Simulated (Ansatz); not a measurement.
# Calculated 69Ga nuclear quadrupole resonance for Mg3GaNi2

Cell: a refined structure from the COD.

Space group Fd-3m:1 (No. 227); a = 11.4886 Å.

| site | Wyckoff | site symmetry | x | y | z |
| --- | --- | --- | --- | --- | --- |
| Mg | 48f | 2.mm | 0.0548 | 0.2500 | 0.7500 |
| Ga | 16c | .-3m | 0.6250 | 0.6250 | 0.1250 |
| Ni | 32e | .3m | 0.8322 | 0.8322 | 0.3322 |

One atom of each set is listed; the run and its k-mesh use a cell of 24 atoms with edges of 8.12, 8.12, 8.12 Å.

All values are calculated (Ansatz; DFT, PBE, plane waves and PAW, scalar-relativistic, collinear spin, 420 eV cutoff, Γ-centred 5×5×5 k-points, Fermi–Dirac smearing 0.05 eV), not measured. Start moments as typed (μB): 1.5 on each Ni, none on the rest.

69Ga: I = 3/2, Q = 171.0 mb (year-2017 value). Static lattice, zero field.

Task: At which frequencies do the 69Ga NQR lines lie?

Result: For I = 3/2 there is one line, ν = (|C_Q|/2)(1 + η²/3)^½.

| site | atoms | V_zz (10²¹ V/m²) | C_Q (MHz) | η | line frequencies (MHz) |
| --- | --- | --- | --- | --- | --- |
| Ga | 4 | -6.39 | -26.4 | 0.00 | 13.2 |

Task: And for ⁷¹Ga (I = 3/2, Q = 107.0 mb) on Ga?

Result: C_Q scales with Q to -16.5 MHz, with lines at 8.27 MHz.

An axis of threefold or higher order runs through Ga, so V_zz lies along it and η is zero.

With no gap above 0.1 eV, as in a metal, the gradients converge slowly in k; expect changes of a tenth or more on a denser mesh. The start moments die out, and the run ends without spin.
